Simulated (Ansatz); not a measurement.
**Relaxation path: KZn (NaTl type)**

DFT, PBEsol, PAW with Ansatz's default frozen-core files, scalar-relativistic (Ansatz 0.2.0); a Γ-centred 7×7×7 k mesh, Fermi–Dirac smearing of 0.05 eV, no spin polarisation. The run relaxes cell and atoms at a target pressure of 0 GPa.

Command: `ansatz run input.yaml --threads 1 --pin off --max-ram 3072MiB --backend cpu --events-out ev --progress --plain --runs-dir out` It took 14 s on 1 thread of Intel(R) Xeon(R) 6975P-C (Granite Rapids), with other jobs on the host, peak memory 0.49 GiB.

```yaml
crystal:
  lattice:
    - [0.0, 4.3563395476, 4.3563395476]
    - [4.3563395476, 0.0, 4.3563395476]
    - [4.3563395476, 4.3563395476, 0.0]
  atoms:
    - { symbol: K, position: [0.125, 0.125, 0.125] }
    - { symbol: K, position: [-0.125, -0.125, -0.125] }
    - { symbol: Zn, position: [0.375, 0.375, 0.375] }
    - { symbol: Zn, position: [-0.375, -0.375, -0.375] }
kpoints:
  mp_grid: { grid: [7, 7, 7] }
scf:
  occupations: { method: fermi_dirac, width: 0.05 }
hamiltonian:
  xc: pbesol
  pseudopotentials: { kind: paw }
output:
  forces: true
  stress: true
  write_density: true
  write_potential: true
  elf: true
  volumetric_format: npy
relax:
  f_tol: 0.005
  max_steps: 50
  cell: {}
```

Each step lists its free energy a cell above the last geometry, the pressure, the cell vectors (Å), and Cartesian positions (Å) with forces (eV/Å).

The first step:

```
step 1  dF = 366.53 meV  P = -1.72 GPa
  cell 0.0000 4.3563 4.3563  4.3563 0.0000 4.3563  4.3563 4.3563 0.0000
  K 1.0891 1.0891 1.0891   0.0000 0.0000 0.0000
  K -1.0891 -1.0891 -1.0891   0.0000 0.0000 0.0000
  Zn 3.2673 3.2673 3.2673   0.0000 0.0000 0.0000
  Zn -3.2673 -3.2673 -3.2673   0.0000 0.0000 0.0000
```

The PAW files were made under PBE.

The symmetry of the start is kept and no stability test is made, so the end need not be the stable phase.

Q: Where does the relaxation end, and by which steps?

A: After 5 geometries, with conventional a, b, c = 7.778, 7.778, 7.778 Å, at 29.406 Å³/atom (-28.86 % against the start) in space group Fd-3m, with a shortest distance of 3.368 Å. The further steps:
```
step 2  dF = 280.32 meV  P = -1.67 GPa
  cell 0.0000 4.2841 4.2841  4.2841 0.0000 4.2841  4.2841 4.2841 0.0000
  K 1.0710 1.0710 1.0710   0.0000 0.0000 0.0000
  K -1.0710 -1.0710 -1.0710   0.0000 0.0000 0.0000
  Zn 3.2131 3.2131 3.2131   0.0000 0.0000 0.0000
  Zn -3.2131 -3.2131 -3.2131   0.0000 0.0000 0.0000
step 3  dF = 72.47 meV  P = -1.17 GPa
  cell 0.0000 4.0717 4.0717  4.0717 0.0000 4.0717  4.0717 4.0717 0.0000
  K 1.0179 1.0179 1.0179   0.0000 0.0000 0.0000
  K -1.0179 -1.0179 -1.0179   0.0000 0.0000 0.0000
  Zn 3.0538 3.0538 3.0538   0.0000 0.0000 0.0000
  Zn -3.0538 -3.0538 -3.0538   0.0000 0.0000 0.0000
step 4  dF = 2.43 meV  P = 0.30 GPa
  cell 0.0000 3.8593 3.8593  3.8593 0.0000 3.8593  3.8593 3.8593 0.0000
  K 0.9648 0.9648 0.9648   0.0000 0.0000 0.0000
  K -0.9648 -0.9648 -0.9648   0.0000 0.0000 0.0000
  Zn 2.8945 2.8945 2.8945   0.0000 0.0000 0.0000
  Zn -2.8945 -2.8945 -2.8945   0.0000 0.0000 0.0000
step 5  dF = 0.00 meV  P = 0.02 GPa
  cell 0.0000 3.8889 3.8889  3.8889 0.0000 3.8889  3.8889 3.8889 0.0000
  K 0.9722 0.9722 0.9722   0.0000 0.0000 0.0000
  K -0.9722 -0.9722 -0.9722   0.0000 0.0000 0.0000
  Zn 2.9166 2.9166 2.9166   0.0000 0.0000 0.0000
  Zn -2.9166 -2.9166 -2.9166   0.0000 0.0000 0.0000
step 6  dF = 2.20 meV  P = 0.01 GPa  (same geometry on a basis chosen anew; earlier energies don't compare to the last digit)
  cell 0.0000 3.8889 3.8889  3.8889 0.0000 3.8889  3.8889 3.8889 0.0000
  K 0.9722 0.9722 0.9722   0.0000 0.0000 0.0000
  K -0.9722 -0.9722 -0.9722   0.0000 0.0000 0.0000
  Zn 2.9166 2.9166 2.9166   0.0000 0.0000 0.0000
  Zn -2.9166 -2.9166 -2.9166   0.0000 0.0000 0.0000
```
